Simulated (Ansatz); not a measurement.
Values for one crystal, relaxed and computed with DFT-r²SCAN in the program Ansatz with PAW potentials; other levels are named.

Volume per atom: 25.00 Å³
Electronic character: metallic (no gap)
Bulk modulus (Birch–Murnaghan fit): 695 kbar
Pressure derivative B′: 4.9
Density of states at the Fermi level: 1.5 states/eV per atom (mean over ±0.08 eV)
Gap with spin–orbit coupling: none (metallic)

Question: Pick the material that matches.
A. Pt, simple cubic
B. Nb, diamond
C. Li, bcc (W type)
D. Cr, bcc (W type)

Answer: B, Nb, diamond

Space group Fd-3m (diamond). The start of the workflow was typed in or built on a structure type; neither database checked (COD, Materials Project) lists it. It is not the phase usual at ambient conditions (space group No. 229). The cell was relaxed with r²SCAN under the symmetry of its start; whether a distortion lowers the energy is not shown. No spin polarisation was allowed. On the denser mesh and wider smearing of the elastic run this cell carries a stress of 0.4 GPa. Scalar-relativistic: spin–orbit coupling is off unless named, which matters more the heavier the elements.

Potentials: the later of the program's two PAW sets.
